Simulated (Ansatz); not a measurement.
TiO₂ (anatase, I4_1/amd), the program Ansatz at the PBEsol level (PAW). The conduction-band minimum lies at Γ, with 1 equivalent valley. Second derivatives d²E/dk² of the lowest band at one valley (eV·Å²), along Cartesian directions:

| direction | d²E/dk² |
|---|---|
| [100] | 19.43 |
| [010] | 19.43 |
| [001] | 1.995 |
| [110] | 19.43 |
| [101] | 10.72 |
| [011] | 10.72 |

Problem. Find the principal effective masses, the density-of-states mass and the conductivity mass.

Solution. Off-diagonal terms follow from H_xy = H[110] − (H_xx + H_yy)/2, and m*/mₑ = 7.620 eV·Å² over each eigenvalue: 0.39, 0.39, 3.8. One valley's DOS mass (m₁m₂m₃)^(1/3) = 0.84, conductivity mass 3/(Σ 1/mᵢ) = 0.56 mₑ.

Problem. What effective density of states Nc follows at 300 K for parabolic valleys?

Solution. Nc = 2.509e19 × 1 × (0.84)^(3/2) ≈ 1.9e19 cm⁻³.

Symmetry was held in the PBEsol relaxation. The run is not spin-polarised.

Potentials: the later of the program's two PAW sets.

Edges and masses are those of Kohn–Sham bands, whose gap is no quasiparticle gap.
